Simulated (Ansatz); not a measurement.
One crystal and one scan (energy against volume) at two levels, PBEsol-D3(BJ) (plane waves to 420 eV, PAW, scalar-relativistic; Ansatz, a program for electronic structure) and r2SCAN+rVV10 (plane waves to 500 eV, PAW, scalar-relativistic; Ansatz), each from its own relaxed cell and on its own mesh. The cell shown is that of PBEsol-D3(BJ).

BN (h-BN type, space group P6_3/mmc)

```
CELL_PARAMETERS angstrom
      2.50045     0.00000     0.00000
     -1.25023     2.16545     0.00000
      0.00000     0.00000     6.41121
ATOMIC_POSITIONS crystal
  B  0.33333 0.66667 0.25000
  B  0.66667 0.33333 0.75000
  N  0.33333 0.66667 0.75000
  N  0.66667 0.33333 0.25000
```

Equation-of-state scan: isotropic scaling of the cell above, V₀ being its volume. Symmetry pins the atoms to their sites.

The energy includes the smearing's −TS. BN was relaxed with its symmetry unable to fall. With the shape held, the modulus is that of even scaling; a crystal free to change shape is softer. Percentages come from the unrounded values.

Results of PBEsol-D3(BJ):

| Item | Value |
|---|---|
| Lattice constant c (Å) | 6.411 |
| Relaxed volume (Å³/atom) | 8.68 |
| Bulk modulus at fixed cell shape B₀ (third-order Birch-Murnaghan fit) (GPa) | 255.0 |
| Pressure derivative B₀′ (fit) | 3.7 |

**Question.** Estimate the r2SCAN+rVV10 values.

**Answer.** 
| quantity | r2SCAN+rVV10 | PBEsol-D3(BJ) − r2SCAN+rVV10 |
|---|---|---|
| Lattice constant c (Å) | 6.526 | -0.115 (-1.8 %) |
| Relaxed volume (Å³/atom) | 8.83 | -0.15 (-1.8 %) |
| Bulk modulus at fixed cell shape B₀ (third-order Birch-Murnaghan fit) (GPa) | 255.6 | -0.6 (-0.2 %) |
| Pressure derivative B₀′ (fit) | 3.5 | +0.2 (+3 %) |

PBEsol-D3(BJ) gives the lower value for: lattice constant c; relaxed volume. They agree on: bulk modulus at fixed cell shape B₀ (within 1.5 %). Neither level is exact: the differences show how much the result hangs on the functional.

(Under strain, the slope of the energy per volume gives the stress and its curvature an elastic modulus.)
